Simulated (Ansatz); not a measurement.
GaSb (rock salt, Fm-3m), a = 5.7401 Å, b = 5.7401 Å, c = 5.7401 Å, α = 90.00°, β = 90.00°, γ = 90.00°; the cell used has 2 atoms.

Relaxed with r²SCAN.

Task: Tabulate the valence density and the electron localisation function along the shortest Sb–Ga contact (2.87 Å), DFT-r²SCAN in the program Ansatz with PAW potentials.

Result: 

| distance from Sb (Å) | density (e/Å³) | ELF |
|---|---|---|
| 0.29 | 11.50 | 0.04 |
| 0.43 | 7.67 | 0.06 |
| 0.57 | 4.27 | 0.15 |
| 0.72 | 2.01 | 0.27 |
| 0.86 | 0.92 | 0.37 |
| 1.00 | 0.54 | 0.45 |
| 1.15 | 0.41 | 0.54 |
| 1.29 | 0.33 | 0.60 |
| 1.44 | 0.28 | 0.60 |
| 1.58 | 0.27 | 0.54 |
| 1.72 | 0.29 | 0.41 |
| 1.87 | 0.36 | 0.32 |
| 2.01 | 0.53 | 0.29 |
| 2.15 | 0.97 | 0.24 |
| 2.30 | 2.47 | 0.13 |
| 2.44 | 7.73 | 0.05 |
| 2.58 | 21.10 | 0.01 |

The density is the valence pseudo-density with augmentation charge, so density and ELF within about 1 Å of a nucleus are not all-electron values.

The start of the workflow was typed in or built on a structure type; neither database checked (COD, Materials Project) lists it. It is not the phase usual at ambient conditions (space group No. 216). The cell was relaxed with r²SCAN under the symmetry of its start; its stability against distortions is not shown here. Scalar-relativistic: spin–orbit coupling is off unless named, which matters more the heavier the elements.

Potentials: the earlier of the program's two PAW sets.
